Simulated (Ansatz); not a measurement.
## How far is PAW off for AgPt3?

```xyz
4
Lattice="3.9000 0.0000 0.0000 0.0000 3.9000 0.0000 0.0000 0.0000 3.9000" Properties=species:S:1:pos:R:3 pbc="T T T"
Ag    0.0000    0.0000    0.0000
Pt    0.0000    1.9500    1.9500
Pt    1.9500    0.0000    1.9500
Pt    1.9500    1.9500    0.0000
```

Atoms are numbered in the order listed.

The cell is COD entry 1509516, as deposited and not checked against the literature; nothing was relaxed. It is an old determination, and later ones may differ.

Spin polarisation is left out, and whether a magnetic state lies lower isn't shown here.

No spin–orbit coupling, which matters for the heavy atoms here.

All numbers are computed: DFT, LDA, PAW with Ansatz's default frozen-core files, scalar-relativistic (Ansatz 0.2.0); DFT, LDA, all-electron PAW with datasets made for the crystal, scalar-relativistic (Ansatz 0.2.0); DFT, LDA, all-electron LAPW, scalar-relativistic (Ansatz 0.2.0).

For PAW: a Γ-centred 9×9×9 k mesh, Fermi–Dirac smearing of 0.08 eV, cutoff 420 eV, no spin polarisation; the PAW files were made with PBE, and the program remakes their frozen cores for this functional. The crystal-made all-electron datasets (AE datasets) take a cutoff of 260 eV at this cell. LAPW targets a basis error of 0.5 meV/atom. The Ansatz runs share mesh, smearing and spin set-up. Plane-wave (PAW) pressures include the program's estimate of the Pulay term.

Stress and pressure are positive in compression.

Spin–orbit coupling is left out, which moves gradients at and beside heavy atoms by some per cent and at worst by a factor of two.

In a metal, gradients converge slowly with the k mesh: the values move by tens of per cent from one mesh to another, at times in sign, so only the comparison on one mesh counts.

Levels count from the Fermi level.

| quantity | PAW | AE datasets | LAPW |
| --- | --- | --- | --- |
| pressure (GPa) | 2.30 | 2.32 | 2.31 |
| highest filled level at R (eV) | -0.325 | -0.329 | -0.329 |
| lowest empty level at R (eV) | 0.328 | 0.329 | 0.329 |
| highest filled level at Γ (eV) | -0.414 | -0.413 | -0.413 |
| lowest empty level at Γ (eV) | 0.329 | 0.328 | 0.328 |
| highest filled level at X (eV) | -0.575 | -0.576 | -0.576 |
| lowest empty level at X (eV) | 0.778 | 0.780 | 0.780 |
| largest principal field gradient Vzz at Pt2 (10²¹ V/m²) | 1.01 | 1.00 | – |
